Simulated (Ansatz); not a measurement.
The relaxed structure here is a generated cell of ZnSnN2: the first start was made by placing the elements on the sites of a structure type, and the end was not matched to a known phase here, so it may be hypothetical.

The start is a generated cell, ZnSnN2 built in the alpha-NaFeO2 structure type. The cell and all atomic positions are relaxed at zero pressure with r2SCAN (plane waves to 500 eV, PAW, scalar-relativistic; Ansatz, a program for electronic structure). The first steps use a coarse 9×9×9 k-mesh.

The start:
```yaml
crystal:
  lattice:
    - [1.54037, 0.88933, 5.59212]
    - [-1.54037, 0.88933, 5.59212]
    - [0.00000, -1.77866, 5.59212]
  atoms:
    - { symbol: Sn, position: [0.00000, 0.00000, 0.00000] }
    - { symbol: Zn, position: [0.50000, 0.50000, 0.50000] }
    - { symbol: N, position: [0.26670, 0.26670, 0.26670] }
    - { symbol: N, position: [0.73330, 0.73330, 0.73330] }
```

**Question.** How large is the pressure on the unrelaxed cell, and of which sign?

**Answer.** +10.9 GPa (positive: the cell is compressed).

**Question.** Which atoms feel the largest initial force, and how large is it?

**Answer.** 3.29 eV/Å, on N3, N4 (atoms numbered as listed).

**Question.** By how much does the energy per atom fall from start to end?

**Answer.** 0.24 eV/atom.

**Question.** How does the volume change?

**Answer.** -2.7 %, from 11.49 to 11.19 Å³/atom.

**Question.** How do the shortest distances between atoms change?

**Answer.** The closest pairs of elements (up to four, under 3.6 Å), start → end: N–Sn 2.10 → 2.21 Å; N–Zn 2.45 → 2.27 Å; N–N 2.86 → 3.07 Å; Sn–Sn 3.08 → 3.17 Å.

**Question.** What band gap does the relaxed structure have at this level?

**Answer.** 1.19 eV, indirect (valence top at 56 % of the way from Γ to S0, conduction bottom at Γ) (no spin-orbit coupling).

**Question.** Give the final cell and atomic positions.

**Answer.** 
Space group R-3m, hexagonal axes (No. 166); a = 3.167 Å, b = 3.167 Å, c = 15.450 Å, α = 90.00°, β = 90.00°, γ = 120.00°

```json
[
 {"atom": "Sn", "site": "3a", "symmetry": "-3m", "x": "0.0000", "y": "0.0000", "z": "0.0000"},
 {"atom": "Zn", "site": "3b", "symmetry": "-3m", "x": "0.0000", "y": "0.0000", "z": "0.5000"},
 {"atom": "N", "site": "6c", "symmetry": "3m", "x": "0.0000", "y": "0.0000", "z": "0.2535"}
]
```
(The calculation used a cell of 4 atoms; values per cell refer to that cell.)

The space group stays R-3m (No. 166) (the run could not lower it); the end is AFLOW prototype ABC2_hR4_166_a_b_c (F5_1, as in NaCrS2), with 4 atoms in the primitive cell. Final values are on a 12×12×12 k-mesh of the relaxed cell. No spin polarisation in the result.

The run could not lose the symmetry of its start: the end is stationary, and may be a saddle point rather than a minimum.
